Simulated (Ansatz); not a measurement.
## Bi₂Se₃ (R-3m) under several functionals

**The experiment to reproduce.**

“Structural and magneto-transport studies of iron intercalated Bi2Se3 single crystals”, 2020, arxiv:2002.03609 reports, for a powder of Bi2Se3 at 300 K: lattice constant a 4.1375 ± 0.0006 Å.

“Electrical, Thermal and Spectroscopic Characterization of Bulk Bi2Se3 Topological Insulator”, 2017, arxiv:1703.05492 reports, for a bulk crystal of Bi2Se3 at 300 K: lattice constant c 28.701 ± 0.003 Å.

Plane-wave DFT in Ansatz with scalar-relativistic PAW potentials. The same structure was relaxed (cell and atoms, symmetry kept) in separate runs at each level. No spin polarisation.

How do the levels LDA, PBEsol, r2SCAN compare?

| level | cutoff (eV) | k mesh | V (Å³/atom) | a (Å) | c (Å) | gap (eV) |
| --- | --- | --- | --- | --- | --- | --- |
| LDA | 420 | 12×12×12 | 27.162 | 4.104 | 27.939 | 0.03 |
| PBEsol | 420 | 12×12×12 | 28.177 | 4.130 | 28.609 | 0.12 |
| r2SCAN | 500 | 6×6×6 | 30.184 | 4.163 | 30.169 | 0.82 |

The usual order of volumes, LDA < PBEsol, holds here (27.162, 28.177 Å³/atom). As a rule LDA overbinds; PBEsol, built on the gradient expansion of slowly varying densities, lies between LDA and PBE. Each gap belongs to its own cell, so it mixes the functional's effect with that of the volume; gaps are the least found on the k mesh or on a band path.

For LDA: A measured lattice constant a of Bi2Se3 is 4.1375 Å (300 K; powder; “Structural and magneto-transport studies of iron intercalated Bi2Se3 single crystals”, 2020, arxiv:2002.03609); the calculated 4.104 Å misses it by -0.8 %. 4 values of this kind are on record (4.1265 to 4.1375 Å); this one was drawn at random among those near their median, those with a stated uncertainty first. Against the measured lattice constant c of Bi2Se3, 28.701 Å (300 K; “Electrical, Thermal and Spectroscopic Characterization of Bulk Bi2Se3 Topological Insulator”, 2017, arxiv:1703.05492), the calculated 27.939 Å is off by -2.7 %. 3 values of this kind are on record (28.6307 to 28.701 Å); this one was drawn at random among those near their median, those with a stated uncertainty first. The calculations are for 0 K without zero-point motion.

Spin-orbit coupling is left out, which matters for the bands of heavy elements.